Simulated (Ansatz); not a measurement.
All numbers below come from DFT PBE, scalar-relativistic, plane waves, PAW (Ansatz 0.2.0). Settings: cutoff 420 eV, Γ-centred meshes spaced at most about 0.3 Å⁻¹, and about 0.25 Å⁻¹ or finer for metals (2π included), Gaussian smearing. No spin polarisation in the final relaxations.

These are static total energies at zero pressure.

Two forms of SnSe₅ were relaxed alike.

A.

```yaml
crystal:
  lattice:
    - [0.00000, 4.09580, 4.09580]
    - [4.09580, 0.00000, 4.09580]
    - [4.09580, 4.09580, 0.00000]
  atoms:
    - { symbol: Sn, position: [0.00000, 0.00000, 0.00000] }
    - { symbol: Se, position: [0.37742, 0.86775, 0.37742] }
    - { symbol: Se, position: [0.37742, 0.37742, 0.86775] }
    - { symbol: Se, position: [0.37742, 0.37742, 0.37742] }
    - { symbol: Se, position: [0.86775, 0.37742, 0.37742] }
    - { symbol: Se, position: [0.75000, 0.75000, 0.75000] }
```

B.

```yaml
crystal:
  lattice:
    - [5.60436, 0.00000, 0.00000]
    - [-2.80218, 4.85351, 0.00000]
    - [0.00000, 0.00000, 5.74642]
  atoms:
    - { symbol: Sn, position: [0.00000, 0.00000, 0.00000] }
    - { symbol: Se, position: [0.33333, 0.66667, 0.19667] }
    - { symbol: Se, position: [0.66667, 0.33333, 0.19667] }
    - { symbol: Se, position: [0.66667, 0.33333, 0.80333] }
    - { symbol: Se, position: [0.33333, 0.66667, 0.80333] }
    - { symbol: Se, position: [0.00000, 0.00000, 0.50000] }
```

**Question.** Which form is favoured at zero pressure, and by what margin per atom?

**Answer.** B is lower, by 0.32 eV/atom. A has space group F-43m (No. 216), 22.9 Å³/atom and no gap on its mesh; B has space group P6/mmm (No. 191), 26.1 Å³/atom and no gap. Counting Se atoms around Sn (those within 1.25 times the shortest such distance or 1.15 times the sum of covalent radii, 1.27 where that leaves under three; a plus sign parts nearer from farther groups; the shortest distance is added where it exceeds 1.18 times the sum of covalent radii), A has Sn 16 from 3.4 Å and B has Sn 2+12. B holds Se–Se pairs (shortest 2.26 Å); in A the shortest Se–Se distance is 2.84 Å, near bonding range too. The lower one is the more open, so pressure narrows the difference. Even the lower one lies +0.20 eV/atom against the reference forms of the elements (uncorrected), so neither is stable at this level. Both come from invented guesses. A third cell relaxed alike, in P-6m2, lies 40 meV/atom below the lower of the two.

A magnetic state wasn't ruled out in cells without spin, among them F-43m. Cells relaxed within their symmetry can be saddle points.
